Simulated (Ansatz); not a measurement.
# YbOs₃ in the AuCu3-type structure

Method: PBEsol, scalar-relativistic; no spin polarisation; PAW, 420 eV, Γ-centred 8×8×8 mesh, 0.05 eV Gaussian smearing; code Ansatz. The datasets are Ansatz's generated set soft_2.

```yaml
crystal:
  lattice:
    - [3.96290, 0.00000, 0.00000]
    - [0.00000, 3.96290, 0.00000]
    - [0.00000, 0.00000, 3.96290]
  atoms:
    - { symbol: Yb, position: [0.00000, 0.00000, 0.00000] }
    - { symbol: Os, position: [0.00000, 0.50000, 0.50000] }
    - { symbol: Os, position: [0.50000, 0.50000, 0.00000] }
    - { symbol: Os, position: [0.50000, 0.00000, 0.50000] }
```

This is a trial structure made by placing the elements on a prototype's sites, so it needn't be the stable form.

The run above is the reference. The same cell was run again with other input settings; several of them aren't fit for production, so the rows show the settings' effect and aren't properties of the material.

| keys changed | outcome | ΔE (meV/atom) | P (GPa) | gap on the mesh (eV) | cell moment (μB) | largest force component (eV/Å) | SCF iterations | rough core-seconds | new warnings |
| --- | --- | --- | --- | --- | --- | --- | --- | --- | --- |
| none (reference) | converged | 0.0 | 0.0 | metal | – | 0.000 | – | – | – |
| hamiltonian.hubbard: {"sites": [{"species": "Yb", "l": "f", "u_eff": 2.0}], "double_counting": "fll"} | converged | – | 0.6 | metal | – | 0.000 | 15 | 25 | filled band counts differ across k points |
| hamiltonian.dispersion: "d4"; scf.convergence.dr2_threshold: 1e-11 | converged | – | -3.5 | metal | – | 0.000 | 10 | 14 | – |
| accuracy: "high" | converged | 0.0 | 0.0 | metal | – | 0.000 | 9 | 13 | – |
| scf.eigensolver.kind: "davidson" | converged | 0.0 | 0.0 | metal | – | 0.000 | 8 | 13 | – |

ΔE is the energy with the smearing extrapolated to zero. It is left out where the change alters the Hamiltonian or the spin treatment. The varied runs start from atomic densities (corrected by the program's trained start where that serves), with the default search for lower states unless a row changes it.

(1) What happens with these changes: scf.initial_density.chi_scale: 0.3; kpoints.mp_grid.grid: [8, 8, 8] → [12, 12, 12]?

(2) What happens with these changes: scf.occupations.width: 0.05 → 0.025; hamiltonian.hubbard: {"sites": [{"species": "Yb", "l": "f", "u_eff": 6.0}], "double_counting": "fll"}?

Answers:

(1) outcome converged, ΔE (meV/atom) 4.1, P (GPa) 0.1, gap on the mesh (eV) metal, largest force component (eV/Å) 0.000, SCF iterations 12, rough core-seconds 30.

(2) outcome converged, P (GPa) 2.1, gap on the mesh (eV) metal, largest force component (eV/Å) 0.000, SCF iterations 13, rough core-seconds 26, new warnings filled band counts differ across k points.

Changing scf.eigensolver.kind only steers the path to self-consistency, so the energy stays within 0.5 meV/atom.

The pair part of a dispersion correction pulls inward (a three-body part mostly pushes out), and in metals and ionic crystals with large ions it often overbinds.

1 further run (cut off, refused for memory, with changed atoms or starts, or in doubt) is left out.

Of the reference: Without a U the 4f levels of Yb lie too near the Fermi level, so their share of the states there, and what hangs on it, is overstated. For elements this heavy, spin–orbit coupling would shift levels and gaps; it isn't included here. Spin polarisation wasn't allowed in this run, so with an open shell this may not be the ground state.
